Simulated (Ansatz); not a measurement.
Notes on CaNiGe

```
Ca Ni Ge
1.0
     6.52239    0.83914   -0.97530
    -1.39440    6.43242   -0.55695
     1.02752   -0.58222    5.94228
Ca Ni Ge
4 4 4
Cartesian
  3.0484 4.3292 2.5768
  4.3663 1.1156 2.8314
  6.3160 3.4125 4.6450
  0.4904 6.2408 0.5162
  0.6027 1.0364 3.3302
  2.7667 4.9373 -0.4900
  1.0837 2.5952 1.3220
  2.4397 2.3423 4.5859
  4.8001 5.8286 0.8690
  5.7283 1.5869 0.2270
  3.2977 2.1329 0.1315
  0.3987 4.7785 3.8437
```

Level: m-r2SCAN, no spin polarisation; 500 eV; 3×3×3 (shifted by 0.5, 0.5, 0 steps) mesh; fermi-dirac occupations (width 0.045 eV); Ansatz 0.2.0, fixed geometry.

Problem. Which atom feels the largest force, and which way?

Solution. The largest is on Ge11: 1.91 eV/Å, components (-1.30, 1.30, -0.53). It makes 145° with the line to a nearest neighbour, Ge10 at 2.49 Å, pointing away from it.

Problem. Is there a gap?

Solution. It is a metal on this mesh, though the bands barely overlap, with about 8.9 states/eV a cell as the mean within 0.25 eV of the Fermi level, mostly Ni d (44 %) and Ge p (32 %).

Problem. Describe some of the short contacts.

Solution. Ge–Ge at 2.49 Å: least valence density 0.43 e/Å³ and ELF 0.62 there. Ni–Ge at 2.53 Å: least valence density 0.34 e/Å³ and ELF 0.35 there. Ni–Ni at 2.58 Å: least valence density 0.27 e/Å³ and ELF 0.30 there. Both are smooth PAW fields, read partly inside the augmentation spheres.

Problem. Is the cell too large or too small?

Solution. The pressure is -2.7 GPa (compression positive), so with the atoms held at these fractions the cell would first shrink; the forces are large, so a full relaxation may end otherwise. The principal stresses -6.4, -1.9, 0.2 GPa differ, so its shape would change too.

Origin: a disordered cell, so it need not be a known compound. Caveats: no spin polarisation, so a magnetic state may lie lower; the k mesh is coarse if the cell is a metal; atoms or cell far from equilibrium; m-r2SCAN is r2SCAN with a changed spin dependence that lowers moments.
